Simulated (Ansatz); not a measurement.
RuP$_{2}$ (space group Pnnm)

```
RuP2
1.0
    5.07684     0.00000     0.00000
    0.00000     5.83876     0.00000
    0.00000     0.00000     2.85013
P Ru
4 2
Direct
  0.33727   0.87187   0.50000
  0.66273   0.12813   0.50000
  0.83727   0.62813   0.00000
  0.16273   0.37187   0.00000
  0.50000   0.50000   0.50000
  0.00000   0.00000   0.00000
```

The slice is a (100) plane (indices of the conventional cell) through the point (0.337, 0.872, 0.500) (fractional), spanned by u = [001] and v = [010] in vectors of this cell: u (2.85 Å) and v (5.84 Å, at 90° to u). It covers one period; positions are fractions (u, v).

Level of theory: LDA (plane waves to 420 eV, PAW, scalar-relativistic; Ansatz, a quantum-chemistry and plane-wave program). k mesh 7×6×12. These are valence fields of a PAW run, semicore shells included where kept as valence: close to a nucleus they are smooth pseudo fields. RuP2 is run without spin polarisation. RuP2 was relaxed with its symmetry unable to fall.

Predict the map of the electron localisation function (ELF) on the slice.


```
|xxxx00447777664433446677774400xx|
|xx114466777755332233557777664411|
|77888888886644221122446688888888|
|99999999775533110011335577999999|
|99999988664422000000224466889999|
|77776666443311000000113344666677|
|33333333332211000000112233333333|
|22222222222211111111112222222222|
|22222222222222222222222222222222|
|44333322222222333333222222223333|
|44443322222244555555442222223344|
|44333322223355666666553322223333|
|33332222224466778877664422222233|
|22222222335577888888775533222222|
|22222233446688888888886644332222|
|11222233557788888888887755332222|
|22223344557777777777777755443322|
|22223344556666666666666655443322|
|11112233444455555555554444332211|
|11111111223333444444333322111111|
|00000000111122223322221111000000|
|00000000000011111111110000000000|
|00000000000000000000000000000000|
|00000000000000000000000000000000|
|22222211111100000000001111112222|
|44444433332211111111112233334444|
|66666655554433222222334455556666|
|66667777666644333333446666777766|
|22335577777755444444557777775533|
|xx002266887766554455667788662200|
|xxxx00447788775544557788774400xx|
|xxxxxx3377886655445566887733xxxx|
```
Scale: ten equal steps from 0.07 (start of '0') to 0.89 (end of '9'), in the order '0123456789'. Values: electron localisation function (ELF). The map has 16 points along u (two characters each, u = 0 at the left) and 32 along v (v = 0 in the bottom row). Points within 0.4 Å of a nucleus are blanked (x), as the pseudised field means little there.
